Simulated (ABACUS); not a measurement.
Consider a self-consistent single point of Bi₂Se₃ (R-3m, 5 atoms in the cell; from Materials Project mp-541837, changed as shown).

```yaml
crystal:
  lattice:
    - [2.05377, 1.18575, 9.77670]
    - [-2.05377, 1.18575, 9.77670]
    - [0.00000, -2.37149, 9.77670]
  atoms:
    - { symbol: Bi, position: [0.39844, 0.39844, 0.39844] }
    - { symbol: Bi, position: [0.60156, 0.60156, 0.60156] }
    - { symbol: Se, position: [0.00000, 0.00000, 0.00000] }
    - { symbol: Se, position: [0.21572, 0.21572, 0.21572] }
    - { symbol: Se, position: [0.78428, 0.78428, 0.78428] }
```

Method: PBE, numerical atomic orbitals SZP (confined pseudo-atomic orbitals with Gaussian additions; energy shift 0.01 Ry), PseudoDojo 0.5 standard norm-conserving PBE (tails mended) pseudopotentials (ABACUS).

ABACUS settings:

```
key                                                                   value
---------------  ----------------------------------------------------------
basis                   SZP numerical atomic orbitals, energy shift 0.01 Ry
KPT                                                       Gamma 6 6 6 0 0 0
basis_type                                                             lcao
ecutwfc                                                              100 Ry
smearing_method                                                          fd
smearing_sigma                                                0.00367493 Ry
potentials       PseudoDojo 0.5 standard norm-conserving PBE (tails mended)
symmetry                                                                  1
symmetry_prec                                                         1e-05
ks_solver                                                           genelpa
scf_nmax                                                                100
scf_thr                                                             1.0e-06
mixing_type                                                         broyden
```

Results:

```
Property                                                   Value
------------------------------------------------  --------------
Number of valence electrons                                   78
Number of bands                                               49
Number of k-points after the program's reduction              32
Size of the basis                                            105
Number of SCF iterations                                       9
Free energy E − TS                                -14348.3703 eV
Top of the valence band (on the code's own zero)         9.45 eV
Gap on the k-point mesh                                  0.47 eV
Pressure                                                3.20 GPa
Largest force (vector length)                         1.002 eV/Å
```

Forces (eV/Å):
```csv
atom,Fx,Fy,Fz
Bi1,0.000,0.000,-0.562
Bi2,0.000,0.000,0.562
Se3,0.000,0.000,0.000
Se4,0.000,0.000,-1.002
Se5,0.000,0.000,1.002
```

Stress (GPa, positive for compression):
```
3.25  0.00  0.00
0.00  3.25  0.00
0.00  0.00  3.09
```

Gaps are taken between levels on the mesh.

For comparison: a first run was changed to give this one (lattice scaled by 0.98), and from it to this one the free energy goes up by 10.4 meV/atom, the pressure goes from -1.10 to 3.20 GPa, the largest force goes from 0.385 to 1.002 eV/Å and the gap on the mesh goes from 0.443 to 0.469 eV.

Spin-orbit coupling is left out, which matters for bands and gaps with elements this heavy. The atom-centred basis is finite, which shifts total energies, pressures, gaps and forces against plane waves. Forces above 1 eV/Å remain at this geometry, of which the finite basis can carry a part. A single-zeta basis is rough, for pressures and forces above all. The structure comes from a collection of computed structures, made at another level of theory; the collection holds predicted forms beside known ones.

Cost on one core: about 2.1 core-minutes (a rough figure).

The atomic orbitals were generated for these runs; they are not ABACUS's published sets and were checked against plane waves on a few crystals only.

“Tails mended”: in these copies of the files the far tail of each local potential was reset to the Coulomb form.
